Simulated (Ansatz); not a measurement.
AlAg (rock salt, Fm-3m), PBEsol (plane waves, PAW; program Ansatz), all energies at zero smearing, with the estimated change up to a 700 eV cutoff added, with one set of potentials and settings (totals compare only within such a set). Cell of 2 atoms (1 Ag, 1 Al): -8046.339 eV.

```csv
element,reference phase,E (eV/atom)
Ag,"P6_3/mmc, 4 atoms in the cell",-7522.3024
Al,"Fm-3m, 1 atoms in the cell",-524.5512
```

Formation energy per atom, worked out: (-8046.339 − 1×(-7522.3024) − 1×(-524.5512))/2 = 0.257 eV/atom (25 kJ per mol of atoms), at 0 K, without zero-point energy or fitted corrections.

The start of the workflow was typed in or built on a structure type; neither database checked (COD, Materials Project) lists it. Whether it is the stable phase at ambient conditions was not checked. The PBEsol relaxation kept the symmetry of its start. At this level the phase is mechanically unstable. The run is not spin-polarised. The volume moved by 18 % from the start of the relaxation. Its formation energy is positive at this level, so the cell may be metastable or incomplete. The references are the lowest solids computed at this level, not always the standard phases.

Potentials: the earlier of the program's two PAW sets. The files were generated under PBE; for other functionals the program regenerates the frozen cores, and for LDA and PBEsol the local potential too.
